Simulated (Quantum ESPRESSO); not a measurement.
## Zr5GaIrTi (input and log of a self-consistent run)

Simulated, not a measurement. The program is pw.x of Quantum ESPRESSO 7.5 (plane-wave density functional theory). The cell is made up: eight metal atoms on a face-centred cubic lattice, with elements, volume, strain and displacements drawn at random and not relaxed, so it may be unstable or far from any real phase. PseudoDojo standard norm-conserving files set the functional (PBE unless stated); there is no spin polarisation or spin-orbit coupling, the Fermi-Dirac width of 0.25 eV means electrons at about 2900 K, and the masses in the input are unused placeholders. Heavy elements are run without spin-orbit coupling, which real alloys of them have. A spin test at this wide smearing found no moment, but such smearing suppresses magnetism that the real alloy may have.

Input:

```
&control calculation='scf', pseudo_dir='./dojo.nc.sr.pbe.v0_5.standard.upf', outdir='./o', disk_io='minimal', tprnfor=.true., tstress=.true. /
&system ibrav=0, nat=8, ntyp=4, nbnd=68, ecutwfc=84.00895049, nosym=.true., tot_charge=0,
 occupations='smearing', smearing='fd', degauss=0.0183746611
/
&electrons conv_thr=1.470e-08, electron_maxstep=70, mixing_beta=0.5 /
ATOMIC_SPECIES
Ga 1.0 Ga.upf
Ir 1.0 Ir.upf
Ti 1.0 Ti.upf
Zr 1.0 Zr.upf
CELL_PARAMETERS angstrom
0.033 -2.296 -2.3257
-6.9107 -2.2526 0.0557
-2.2426 4.4895 -6.8417
ATOMIC_POSITIONS angstrom
Zr 0.0829 0.0232 0.0114
Zr -2.322 2.2506 -4.5009
Zr -2.1494 -0.0947 -2.2515
Zr -4.4683 2.3645 -6.888
Ga -4.4871 0.0596 -4.5054
Zr -4.5045 -2.2642 -2.3049
Ir -6.8539 -0.1017 -6.792
Ti -6.9065 -2.3892 -4.5271
K_POINTS automatic
7 3 3 1 1 1
```

The log is shortened where brackets say so; the opening notice, blank lines, dates and the lines on written files are dropped, and the path of the files is cut. It prints rydbergs, bohrs and kilobars, and counts compression as positive stress. Its total energy is the free energy E - TS of the whole cell.

```
     Program PWSCF v.7.5
     Parallel version (MPI & OpenMP), running on       4 processor cores
     Number of MPI processes:                 4
     Threads/MPI process:                     1
     [start-up lines left out]
     bravais-lattice index     =            0
     lattice parameter (alat)  =       6.1761  a.u.
     unit-cell volume          =    1304.1093 (a.u.)^3
     number of atoms/cell      =            8
     number of atomic types    =            4
     number of electrons       =       102.00
     number of Kohn-Sham states=           68
     kinetic-energy cutoff     =      84.0090  Ry
     charge density cutoff     =     336.0358  Ry
     scf convergence threshold =      1.5E-08
     mixing beta               =       0.5000
     number of iterations used =            8  plain     mixing
     Exchange-correlation= PBE
                           (   1   4   3   4   0   0   0)
     [axes and pseudopotential details left out]
   Cartesian axes
     site n.     atom                  positions (alat units)
         1        Zr     tau(   1) = (   0.0253651   0.0070986   0.0034881  )
         2        Zr     tau(   2) = (  -0.7104677   0.6886213  -1.3771508  )
         3        Zr     tau(   3) = (  -0.6576569  -0.0289756  -0.6888967  )
         4        Zr     tau(   4) = (  -1.3671761   0.7234716  -2.1075373  )
         5        Ga     tau(   5) = (  -1.3729284   0.0182360  -1.3785277  )
         6        Zr     tau(   6) = (  -1.3782523  -0.6927825  -0.7052356  )
         7        Ir     tau(   7) = (  -2.0971037  -0.0311174  -2.0781640  )
         8        Ti     tau(   8) = (  -2.1131978  -0.7310291  -1.3851673  )
     number of k points=    32  Fermi-Dirac smearing, width (Ry)=  0.0184
                       cart. coord. in units 2pi/alat
        k(    1) = (  -0.0705203  -0.0273070  -0.0744198), wk =   0.0634921
        k(    2) = (  -0.0100112  -0.2084975   0.1053154), wk =   0.0634921
     [further k points left out]
     Dense  grid:   135567 G-vectors     FFT dimensions: (  40,  81,  96)
     Estimated max dynamical RAM per process >     374.89 MB
     Estimated total dynamical RAM >       1.37 GB
     Initial potential from superposition of free atoms
     starting charge     101.9838, renormalised to     102.0000
     Starting wfcs are   79 randomized atomic wfcs
     total cpu time spent up to now is        4.8 secs
     per-process dynamical memory:   272.6 Mb
     Self-consistent Calculation
     iteration #  1     ecut=    84.01 Ry     beta= 0.50
     Davidson diagonalization with overlap
     ethr =  1.00E-02,  avg # of iterations =  2.3
     Threshold (ethr) on eigenvalues was too large:
     Diagonalizing with lowered threshold
     Davidson diagonalization with overlap
     ethr =  8.74E-04,  avg # of iterations =  3.6
     total cpu time spent up to now is       22.6 secs
     total energy              =   -1007.65143830 Ry
     estimated scf accuracy    <       0.93729024 Ry
     iteration #  2     ecut=    84.01 Ry     beta= 0.50
     Davidson diagonalization with overlap
     ethr =  9.19E-04,  avg # of iterations =  6.3
     total cpu time spent up to now is       36.8 secs
     total energy              =   -1005.84255979 Ry
     estimated scf accuracy    <      49.82021902 Ry
     iteration #  3     ecut=    84.01 Ry     beta= 0.50
     Davidson diagonalization with overlap
     ethr =  9.19E-04,  avg # of iterations =  5.8
     total cpu time spent up to now is       48.8 secs
     total energy              =   -1007.93126420 Ry
     estimated scf accuracy    <       3.06566415 Ry
     iteration #  4     ecut=    84.01 Ry     beta= 0.50
     Davidson diagonalization with overlap
     ethr =  9.19E-04,  avg # of iterations =  2.4
     total cpu time spent up to now is       57.5 secs
     total energy              =   -1008.10897319 Ry
     estimated scf accuracy    <       0.70316668 Ry
     iteration #  5     ecut=    84.01 Ry     beta= 0.50
     Davidson diagonalization with overlap
     ethr =  6.89E-04,  avg # of iterations =  1.8
     total cpu time spent up to now is       65.2 secs
     total energy              =   -1008.14726398 Ry
     estimated scf accuracy    <       0.36945309 Ry
     [iterations 6 to 15 left out]
     iteration # 16     ecut=    84.01 Ry     beta= 0.50
     Davidson diagonalization with overlap
     ethr =  2.12E-08,  avg # of iterations =  2.0
     total cpu time spent up to now is      162.6 secs
     total energy              =   -1008.17284559 Ry
     estimated scf accuracy    <       0.00000417 Ry
     iteration # 17     ecut=    84.01 Ry     beta= 0.50
     Davidson diagonalization with overlap
     ethr =  4.09E-09,  avg # of iterations =  4.5
     total cpu time spent up to now is      171.8 secs
     total energy              =   -1008.17284600 Ry
     estimated scf accuracy    <       0.00000126 Ry
     iteration # 18     ecut=    84.01 Ry     beta= 0.50
     Davidson diagonalization with overlap
     ethr =  1.23E-09,  avg # of iterations =  3.7
     total cpu time spent up to now is      181.1 secs
     total energy              =   -1008.17284614 Ry
     estimated scf accuracy    <       0.00000019 Ry
     iteration # 19     ecut=    84.01 Ry     beta= 0.50
     Davidson diagonalization with overlap
     ethr =  1.91E-10,  avg # of iterations =  5.8
     total cpu time spent up to now is      191.7 secs
     total energy              =   -1008.17284616 Ry
     estimated scf accuracy    <       0.00000033 Ry
     iteration # 20     ecut=    84.01 Ry     beta= 0.50
     Davidson diagonalization with overlap
     ethr =  1.91E-10,  avg # of iterations =  2.0
     total cpu time spent up to now is      200.0 secs
     End of self-consistent calculation
     [lines on levels left out]
!    total energy              =   -1008.17284618 Ry
     estimated scf accuracy    <       0.00000001 Ry
     smearing contrib. (-TS)   =      -0.17153225 Ry
     internal energy E=F+TS    =   -1008.00131393 Ry
     The total energy is F=E-TS. E is the sum of the following terms:
     one-electron contribution =    -309.69764093 Ry
     hartree contribution      =     195.39145011 Ry
     xc contribution           =    -202.30590005 Ry
     ewald contribution        =    -691.38922306 Ry
     convergence has been achieved in  20 iterations
     Forces acting on atoms (cartesian axes, Ry/au):
     atom    1 type  4   force =     0.04800647   -0.02302732    0.02198219
     atom    2 type  4   force =     0.03706538    0.00858442   -0.00438608
     atom    3 type  4   force =    -0.00763418    0.02933329   -0.02923388
     atom    4 type  4   force =    -0.03641284   -0.04215870    0.03834633
     atom    5 type  1   force =    -0.01926818    0.00042130   -0.00329459
     atom    6 type  4   force =    -0.02214987   -0.00098849    0.00286628
     atom    7 type  2   force =    -0.02190646    0.00727616   -0.00968359
     atom    8 type  3   force =     0.02229968    0.02055933   -0.01659666
     Total force =     0.117627     Total SCF correction =     0.000530
     Computing stress (Cartesian axis) and pressure
          total   stress  (Ry/bohr**3)                   (kbar)     P=     -117.92
  -0.00086353  -0.00001305   0.00006741         -127.03       -1.92        9.92
  -0.00001305  -0.00077193   0.00005538           -1.92     -113.55        8.15
   0.00006741   0.00005538  -0.00076928            9.92        8.15     -113.16
     init_run     :      4.37s CPU      4.58s WALL (       1 calls)
     electrons    :    190.56s CPU    195.29s WALL (       1 calls)
     forces       :      1.60s CPU      1.62s WALL (       1 calls)
     stress       :      5.27s CPU      5.38s WALL (       1 calls)
     [timing details left out]
     PWSCF        :   3m22.00s CPU   3m27.15s WALL
     JOB DONE.
```

In other units: free energy -13716.890 eV for the cell, pressure -11.79 GPa, largest force component 1.234 eV/Å in size. The run took 209 s of wall time with four MPI processes on a shared machine (Intel Xeon, 2023 or later, virtual cores), so the time is rough. A rerun of this cell at a higher cutoff and on a denser mesh moved values by no more than 0.006 eV in energy, 0.04 GPa in stress and 0.004 eV/Å in force, and a second program with other atomic files agreed on that cell to 2 % rms in force and 0.5 GPa in pressure.